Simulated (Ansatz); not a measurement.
## An elastic constant from a strain scan in Ge

The calculation used Ansatz, DFT PBEsol, scalar-relativistic, plane waves, PAW. Cutoff 420 eV, Γ-centred 14×14×14 k-points, Gaussian smearing of 0.15 eV. No spin polarisation. Energies are free energies at this smearing, counted from the undisturbed cell; pressure is positive in compression.

The starting cell (as given, not relaxed at this level; it stands at 0.7 GPa):

```
CELL_PARAMETERS angstrom
0.00000 2.82877 2.82877
2.82877 0.00000 2.82877
2.82877 2.82877 0.00000
ATOMIC_POSITIONS crystal
Ge 0.50000 0.50000 0.50000
Ge 0.75000 0.75000 0.75000
```

The cell is strained by ε times the Voigt pattern (1, -1, 0, 0, 0, 0) (xx, yy, zz, yz, xz, xy; engineering shear) with fractional coordinates fixed. The cell holds 2 atoms in V0 = 45.27 Å³. The stress column is τ = (1/V0) dE/dε, got from the stress tensor σ (compression positive) at each point as −det(1 + εP) σ : P(1 + εP)⁻¹, with P the pattern as a tensor.

```csv
ε,ΔE (meV/atom),τ (GPa)
-0.0175,3.097,-2.501
-0.0150,2.276,-2.145
-0.0125,1.582,-1.789
-0.0100,1.013,-1.431
-0.0075,0.569,-1.074
-0.0050,0.254,-0.716
-0.0025,0.064,-0.358
0.0000,0.000,0.000
0.0025,0.064,0.358
0.0050,0.254,0.716
0.0075,0.569,1.074
0.0100,1.013,1.431
0.0125,1.582,1.789
0.0150,2.276,2.145
0.0175,3.097,2.501
0.0200,?,?
```

Question: Which combination of elastic constants does this scan measure, and how large is it?

Answer: For small ε, τ = τ0 + Kε with K = pᵀCp, which for this pattern is 2(C11 − C12) in the cubic axes. The parabola through τ at ε = -0.0025, 0 and 0.0025 has slope K = 143 GPa at zero. The energies per cell, E = NΔE, of the wider pair ε = ±0.0175 give K = 2[E(ε₊)/ε₊ − E(ε₋)/ε₋]/[(ε₊ − ε₋)V0] = 143 GPa, in agreement.

Question: Predict the withheld row at ε = 0.0200 from the harmonic law, and compare.

Answer: ΔE = V0(τ0 ε + Kε²/2)/N = 4.044 meV/atom and τ = 2.86 GPa. The calculation gives 4.043 meV/atom and 2.86 GPa, a miss of 0.01 meV/atom at most, so the harmonic law still holds here.

The gap closes along the scan, which can put kinks into the curve.